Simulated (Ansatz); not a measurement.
TaSi2 in space group P6_222 (No. 180; Ta on 3c, Si on 6i), the program Ansatz at the PBEsol level (PAW), all energies at zero smearing, with the estimated change up to a 700 eV cutoff added, with one set of potentials and settings (totals compare only within such a set). Cell of 9 atoms (3 Ta, 6 Si): -33153.705 eV.

| element | reference phase | E (eV/atom) |
|---|---|---|
| Ta | Im-3m, 1 atoms in the cell | -9806.5011 |
| Si | Fd-3m, 2 atoms in the cell | -621.4920 |

Formation energy per atom, worked out: (-33153.705 − 3×(-9806.5011) − 6×(-621.4920))/9 = -0.583 eV/atom (-56 kJ per mol of atoms), at 0 K, without zero-point energy or fitted corrections.

The cell was relaxed with PBEsol under the symmetry of its start; of distortions, only those at the zone centre were tested. No spin polarisation was allowed. The references are the lowest solids computed at this level, not always the standard phases. Scalar-relativistic: spin–orbit coupling is off unless named, which matters more the heavier the elements.

Potentials: the later of the program's two PAW sets.
